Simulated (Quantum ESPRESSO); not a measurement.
Parts of the isotropic shielding in Cu₂O, by PBE GIPAW on JTH datasets (Quantum ESPRESSO, modified build), 22.5 Ha, k-mesh 9×9×9 shifted:

```xyz
6
Lattice="4.2467 0.0000 0.0000 0.0000 4.2467 0.0000 0.0000 0.0000 4.2467" Properties=species:S:1:pos:R:3 pbc="T T T"
Cu     1.0617     1.0617     3.1850
Cu     1.0617     3.1850     1.0617
Cu     3.1850     3.1850     3.1850
Cu     3.1850     1.0617     1.0617
O      2.1233     2.1233     2.1233
O      0.0000     0.0000     0.0000
```
Geometry: a computed entry of the Materials Project; it was not checked against measured cells. It is Cu2O in Pn-3m. Stability against distortions was not tested. The run has no spin polarisation.

The core term is that of the free atom's frozen core; the paramagnetic column sums the reconstruction terms. These are absolute shieldings with no macroscopic susceptibility term; δ = σ_ref − σ needs a reference computed alike. By our sweeps, such settings leave a few ppm in absolute σ. The band gap at this level is small, which makes the paramagnetic part of σ large and sensitive to the functional.

```tsv
site	core	bare (smooth current)	diamagnetic correction	paramagnetic corrections	σ_iso (ppm)
Cu (atoms 1, 2, 3, 4)	1921.1	37.9	430.3	?	?
O (atoms 5, 6)	271.1	93.8	26.2	?	?
```

Problem. Fill in the missing entries.

Solution. 
- Cu (atoms 1, 2, 3, 4), paramagnetic corrections: -3165.8
- Cu (atoms 1, 2, 3, 4), σ_iso (ppm): -776.5
- O (atoms 5, 6), paramagnetic corrections: -3.3
- O (atoms 5, 6), σ_iso (ppm): 387.7
